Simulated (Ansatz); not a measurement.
## What DFT gives for BaB6

```
CELL_PARAMETERS angstrom
4.29678 0.00000 0.00000
0.00000 4.29678 0.00000
0.00000 0.00000 4.29678
ATOMIC_POSITIONS crystal
Ba 0.00000 0.00000 0.00000
B 0.20700 0.50000 0.50000
B 0.50000 0.20700 0.50000
B 0.79300 0.50000 0.50000
B 0.50000 0.79300 0.50000
B 0.50000 0.50000 0.20700
B 0.50000 0.50000 0.79300
```

Single point in Ansatz 0.2.0 with r2SCAN, no spin polarisation. Cutoff 500 eV, PAW datasets, 6×6×6 Γ-centred k mesh, fermi-dirac filling (width 0.0259 eV).

Task: Which atom feels the largest force, and which way?

Result: The largest is on B4 (and as large on other atoms): 0.14 eV/Å, components (0.14, 0.00, 0.00). It makes 0° with the line to a nearest neighbour, B2 at 1.78 Å, pointing towards it.

Task: What does the stress say?

Result: The pressure is -2.7 GPa (compression positive), so with the atoms held at these fractions the cell would first shrink.

Task: How is the charge shared?

Result: Bader charges in e: Ba +1.45, B -0.24. In the mean Ba gives up most and B takes most.

Task: What is the band gap?

Result: The gap is 0.13 eV, direct at the points sampled. A semilocal functional usually gives too small a gap.

Task: What is the formation energy?

Result: -0.50 eV an atom against the elements' usual phases (free molecules for gases, crystals otherwise, with no correction for O₂ or N₂), so it is bound against them; other compounds may still compete. Relaxing would lower it.

Origin: a database entry at a rescaled volume.
